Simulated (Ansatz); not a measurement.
Ge:
```
CELL_PARAMETERS angstrom
     -3.50121     3.50121     3.50121
      3.50121    -3.50121     3.50121
      3.50121     3.50121    -3.50121
ATOMIC_POSITIONS crystal
  Ge 0.50000 0.75000 0.25000
  Ge 0.25000 0.50000 0.75000
  Ge 0.75000 0.50000 0.25000
  Ge 0.50000 0.25000 0.75000
  Ge 0.25000 0.75000 0.50000
  Ge 0.75000 0.25000 0.50000
```

Relaxed with r²SCAN. Independent-particle spectrum: no excitons, no local fields, no scissors shift; 0.1 eV broadening; ε₁ of the summed bands alone.

Problem. Tabulate the dielectric function from r²SCAN (plane waves, PAW; program Ansatz).

Solution. 

```
E (eV)  ε₁ xx  ε₂ xx
------  -----  -----
0.0     13.26   0.00
0.4     13.48   1.32
0.8     12.91   1.72
1.2     13.15   1.90
1.6     14.13   2.17
2.0     16.55   2.63
2.4     21.58  10.88
2.8     13.76  18.14
3.2      9.43  18.93
3.6      2.94  14.77
4.0      3.97  14.98
4.4      1.24  15.04
4.8     -2.98  14.58
5.2     -4.23   9.89
5.6     -4.59   9.88
6.0     -4.93   6.66
6.4     -5.21   5.10
6.8     -4.30   3.62
7.2     -3.75   3.40
7.6     -3.90   2.78
8.0     -3.24   1.90
8.4     -2.74   1.54
8.8     -2.24   1.25
9.2     -1.98   1.16
9.6     -1.79   0.82
10.0    -1.44   0.74
10.4    -1.31   0.62
10.8    -1.06   0.47
11.2    -0.88   0.39
11.6    -0.64   0.37
12.0    -0.49   0.37
```

Problem. From ε at 1.7 eV (xx: 14.54 + 2.26i), find n, k, the normal reflectivity and the absorption coefficient.

Solution. n = 3.82, k = 0.295, R = 34 %, α = 2kE/ħc = 51000 cm⁻¹.

Space group Im-3m. The start of the workflow was typed in or built on a structure type; the Crystallography Open Database copy checked does not list it. It is not the phase usual at ambient conditions (space group No. 227). Symmetry was held in the r²SCAN relaxation; its stability against distortions is not shown here. The volume moved by 22 % from the start of the relaxation. Scalar-relativistic: spin–orbit coupling is off unless named, which matters more the heavier the elements.

Potentials: the later of the program's two PAW sets.
